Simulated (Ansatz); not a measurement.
**Relaxing a structure of Mg**

The start is a generated cell, Mg built in the diamond structure type. A full variable-cell relaxation at zero pressure is run with PBEsol (plane waves to 420 eV, PAW, scalar-relativistic; Ansatz, a quantum-chemistry and plane-wave program). The first steps use a coarse 9×9×9 k-mesh.

The start:
```yaml
crystal:
  lattice:
    - [0.00000, 3.14345, 3.14345]
    - [3.14345, 0.00000, 3.14345]
    - [3.14345, 3.14345, 0.00000]
  atoms:
    - { symbol: Mg, position: [0.25000, 0.25000, 0.25000] }
    - { symbol: Mg, position: [0.00000, 0.00000, 0.00000] }
```

- Initial pressure: +4.2 GPa (positive: the cell is compressed)
- Energy released: 0.09 eV/atom
- Shortest distances (start → end): The closest pairs of elements (up to four, under 3.6 Å), start → end: Mg–Mg 2.72 → 2.94 Å
- Band gap at the end: zero (metallic)
- Optimiser moves: 8

Final values are on a 12×12×12 k-mesh of the relaxed cell. No spin polarisation in the result.

The run could not lose the symmetry of its start: the end is stationary, and may be a saddle point rather than a minimum.

All atoms sit on sites fixed by symmetry, so only the cell could relax.

The relaxed structure here is a generated cell of Mg: the first start was made by placing the elements on the sites of a structure type, and the end was not matched to a known phase here, so it may be hypothetical. Known forms of Mg include space group No. 194.
